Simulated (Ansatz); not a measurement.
Clamped-ion strain scan in WS2

All numbers below come from DFT PBEsol+D3(BJ), scalar-relativistic, plane waves, PAW (Ansatz 0.2.0). Settings: plane waves to 420 eV, k-mesh 12×12×4 (Γ-centred), Gaussian smearing 0.05 eV. Spin–orbit coupling is left out, which matters for the heavy elements here. No spin polarisation. Energies are free energies at this smearing, counted from the undisturbed cell; pressure is positive in compression.

The undisturbed cell (relaxed at this level):

```
CELL_PARAMETERS angstrom
3.11473 0.00000 0.00000
-1.55736 2.69743 0.00000
0.00000 0.00000 11.77225
ATOMIC_POSITIONS crystal
W 0.33333 0.66667 0.25000
W 0.66667 0.33333 0.75000
S 0.33333 0.66667 0.61645
S 0.66667 0.33333 0.11645
S 0.33333 0.66667 0.88355
S 0.66667 0.33333 0.38355
```

The cell is strained by ε times the Voigt pattern (1, 1, 0, 0, 0, 0) (xx, yy, zz, yz, xz, xy; engineering shear) with fractional coordinates fixed.

```
      ε  ΔE (meV/atom) stress summed along the pattern (GPa, tension positive) pressure (GPa) gap on the mesh (eV)
-0.0600          181.0                                                   -67.29            29.3                  0.73
-0.0450           97.9                                                   -46.86            20.4                  0.69
-0.0300           41.9                                                   -29.03            12.6                  0.66
-0.0150           10.1                                                   -13.50             5.8                  0.65
 0.0000            0.0                                                     0.00             0.0                  0.66
 0.0150            9.3                                                    11.70            -5.0                  0.67
 0.0300           36.0                                                    21.81            -9.4                  0.69
 0.0450           78.1                                                    30.51           -13.1                  0.71
 0.0525          104.4                                                    34.39           -14.7                  0.67
 0.0600          133.9                                                    37.97           -16.2                  0.60
```

Cost: 10 runs of about 1.5 core-minutes in all, on Intel Xeon Platinum 8259CL (Skylake/Cascade Lake) (shared hosts).